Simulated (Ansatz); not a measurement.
The cell was built from the rocksalt type and relaxed in the same program, and has space group Fm-3m; it needn't be a known or the stable phase.

A run on PIr: DFT, PBE, all-electron LAPW, scalar-relativistic (Ansatz 0.2.0). The input:

```yaml
crystal:
  lattice:
    - [0.0, 2.4648029302, 2.4648029302]
    - [2.4648029302, 0.0, 2.4648029302]
    - [2.4648029302, 2.4648029302, 0.0]
  atoms:
    - { symbol: Ir, position: [0.0, 0.0, 0.0] }
    - { symbol: P, position: [0.5, 0.5, 0.5] }
kpoints:
  mp_grid: { grid: [13, 13, 13] }
scf:
  occupations: { method: fermi_dirac, width: 0.05 }
hamiltonian:
  xc: pbe
  pseudopotentials:
    kind: all_electron
    lapw: { basis_error: 0.0005, muffin_tin_radii: { Ir: 1.327, P: 1.327 } }
output:
  forces: true
  stress: true
  eigenvalues: true
```

Question: Did this run give a result to trust?

Answer: No. The input was rejected before any iteration. The typed spheres overlap: twice 1.327 Å exceeds the shortest distance, 2.465 Å; smaller radii, or none typed, cure it. It says:
```
Error: `kind: all_electron` solves this crystal on LAPW (the input types lapw, or this build lists no dataset of some species for it), and no LAPW basis is found for it: the given muffin-tin radii of P and Ir, or the smallest supported ones, add up to 2.654 Å, and 2.465 Å are free between these atoms; give smaller radii, or leave one out; where each species has a listed dataset, leave lapw and dirac_shells out and run without spin–orbit coupling, or set another kind (and leave the keys of all_electron out)
```
 The same cell converged in the base run, which differs by not having this change: all sphere radii typed as 1.327 A.
